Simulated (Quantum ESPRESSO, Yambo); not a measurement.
## Quasiparticle gap of GaN at -1 % isotropic strain

Space group F-43m (No. 216); a = 4.455 Å, b = 4.455 Å, c = 4.455 Å, α = 90.00°, β = 90.00°, γ = 90.00°

```tsv
atom	site	symmetry	x	y	z
N	4a	-43m	0.0000	0.0000	0.0000
Ga	4c	-43m	0.2500	0.2500	0.2500
```
(The calculation used a cell of 2 atoms; values per cell refer to that cell.)

The PBEsol cell relaxed from Materials Project entry mp-830 was given an isotropic strain of -1 % on all lattice vectors, and the atoms were relaxed again.

Starting point: PBE (stringent potentials; pw.x of Quantum ESPRESSO, ONCV potentials, without SOC). G0W0 in Yambo: 6×6×6 Γ-centred k mesh, bands 5 to 146 and a 18 Ry block in the screening, 146 bands in G with the Bruneval-Gonze terminator, plasmon pole fitted at 27.2 eV.

```json
{
  "PBE gap along the band path": "1.98 eV",
  "PBE gap between the mesh's edge points (Γ → Γ)": "1.98 eV",
  "G0W0 gap between the same points": "2.99 eV"
}
```

| k point | band | E PBE (eV) | E QP (eV) | shift (eV) | Z |
|---|---|---|---|---|---|
| Γ | VB | 0.00 | -0.72 | -0.72 | 0.79 |
| Γ | CB | 1.98 | 2.27 | 0.29 | 0.82 |
| L | VB | -1.01 | -1.83 | -0.82 | 0.79 |
| L | CB | 4.92 | 5.39 | 0.47 | 0.83 |
| X | VB | -2.81 | -3.81 | -1.00 | 0.79 |
| X | CB | 3.39 | 3.60 | 0.21 | 0.84 |

Energies count from the PBE valence-band maximum.

Convergence of the G0W0 settings was not tested.

Spin-orbit splittings are left out.

This is not the ordinary phase of the substance; no match was found in the copy of COD used, and its stability was not checked.
